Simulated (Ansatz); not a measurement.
GeI$_{2}$:
```
GeI2
1.0
    4.14701     0.00000     0.00000
   -2.07351     3.59142     0.00000
    0.00000     0.00000     6.64495
Ge I
1 2
Direct
  0.00000   0.00000   0.00000
  0.33333   0.66667   0.25962
  0.66667   0.33333   0.74038
```

Relaxed with LDA. Special points in fractions of this cell's reciprocal vectors: Γ (0.000, 0.000, 0.000); M (0.500, 0.000, 0.000); K (0.333, 0.333, 0.000); A (0.000, 0.000, 0.500); L (0.500, 0.000, 0.500); H (0.333, 0.333, 0.500).

Question: List the band energies nearest the valence-band maximum at these points for LDA with spin–orbit coupling (plane waves, PAW; program Ansatz).

Answer: In eV from the valence-band maximum; about four levels below and three above (degenerate sets whole), none deeper than 8.9 eV; points with the same levels are listed once.

| k | below | above |
|---|---|---|
| Γ | -1.03 -1.03 -0.99 -0.99 | 1.83 1.83 2.38 2.38 |
| M | -1.39 -1.39 -0.67 -0.67 | 2.13 2.13 2.93 2.93 |
| K | -2.48 -2.48 -1.18 -1.18 | 3.95 3.95 3.95 3.95 |
| A | -0.82 -0.82 0.00 0.00 | 1.57 1.57 2.11 2.11 |
| L | -1.64 -1.64 -1.17 -1.17 | 2.58 2.58 2.88 2.88 |
| H | -1.35 -1.35 -0.27 -0.27 | 2.60 2.60 2.63 2.63 |

Space group P-3m1 (CdI2 type). The workflow started from an entry of the Crystallography Open Database (COD), which files this formula under 2 space groups. Whether it is the stable phase at ambient conditions was not checked. The cell was relaxed with LDA under the symmetry of its start; whether a distortion lowers the energy is not shown. A crystal of weakly bound layers computed without a dispersion correction: the cell and the soft elastic constants depend strongly on that.

Potentials: the later of the program's two PAW sets.
